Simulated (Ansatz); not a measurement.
Data:

Pt3Pb (Cu3Au type, Pm-3m), a = b = c = 4.068 Å, α = β = γ = 90.00°.

This is the PBEsol-relaxed structure.

Problem. All from PBEsol (plane waves, PAW; program Ansatz), unless another level is named. Predict the density of states at the Fermi level.

Solution. 0.31 states/eV per atom (mean over ±0.08 eV).

Problem. What about the formation energy from the elements (no fitted shifts)?

Solution. -0.080 eV/atom.

Problem. Give the gap with spin–orbit coupling.

Solution. none (metallic).

The workflow started from an entry of the Crystallography Open Database (COD). Whether it is the stable phase at ambient conditions was not checked. The cell was relaxed with PBEsol under the symmetry of its start; of distortions, only those at the zone centre were tested. No spin polarisation was allowed. The references are the lowest solids computed at this level, not always the standard phases. Spin–orbit coupling is left out wherever it is not named.

Potentials: the later of the program's two PAW sets.
